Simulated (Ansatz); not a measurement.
## Structures of Pt2F: which is lowest?

Plane-wave DFT in Ansatz with scalar-relativistic PAW potentials, cutoff 420 eV, Γ-centred meshes chosen by cell and gap, Gaussian smearing with energies taken to zero width. Every cell was relaxed (cell and atoms) in a run of its own, within the symmetry of its start. Functional: PBE.

Relaxed structures (starts from databases or built by putting these elements on another compound's sites):
A. I4/mmm, 3 atoms in the computed cell, a = 3.625 Å, c = 6.941 Å; sites (symmetry × multiplicity) Pt 4mm × 4, F 4/mmm × 2; start: built
B. R3m, 3 atoms in the computed cell, a = 2.756 Å, c = 19.153 Å; sites (symmetry × multiplicity) Pt 3m × 3 + 3m × 3, F 3m × 3; start: built

**Question.** Rank them by energy. Could pressure change the order?

**Answer.**
| structure | group | E − E(lowest) (meV/atom) | V (Å³/atom) | gap on mesh (eV) |
| --- | --- | --- | --- | --- |
| B | R3m | 0.0 | 14.00 | 0.00 |
| A | I4/mmm | 120 | 15.20 | 0.00 |

B is lowest, 120 meV/atom under A. The lowest is also the densest of these, so pressure wouldn't bring one of the others in at first order. Other structures may lie lower than all of these, and vibrations aren't counted.

Spin-orbit coupling is left out, which matters for the bands of heavy elements. Spin polarisation was left out, and a magnetic state may lie lower.